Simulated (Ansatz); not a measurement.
ZnSe:
```yaml
crystal:
  lattice:
    - [0.00000, 2.81676, 2.81676]
    - [2.81676, 0.00000, 2.81676]
    - [2.81676, 2.81676, 0.00000]
  atoms:
    - { symbol: Se, position: [0.75000, 0.75000, 0.75000] }
    - { symbol: Zn, position: [0.00000, 0.00000, 0.00000] }
```

Plane-wave PAW PBEsol (Ansatz code) gives a gap of 1.24 eV without spin–orbit coupling, maximum at Γ, minimum at Γ.

### Question
What happens when spin–orbit coupling is switched on?

### Answer
The gap shrinks by 0.13 eV, to 1.11 eV; maximum at Γ, minimum at Γ.

### Question
How large is the spin–orbit splitting of the valence top at Γ?

### Answer
The fourfold level lies 0.39 eV above the split-off pair.

### Question
Give the electron effective mass with spin–orbit coupling.

### Answer
0.090 mₑ (isotropic).

Space group F-43m (zinc blende). The cell was relaxed with PBEsol under the symmetry of its start.

Potentials: the later of the program's two PAW sets.
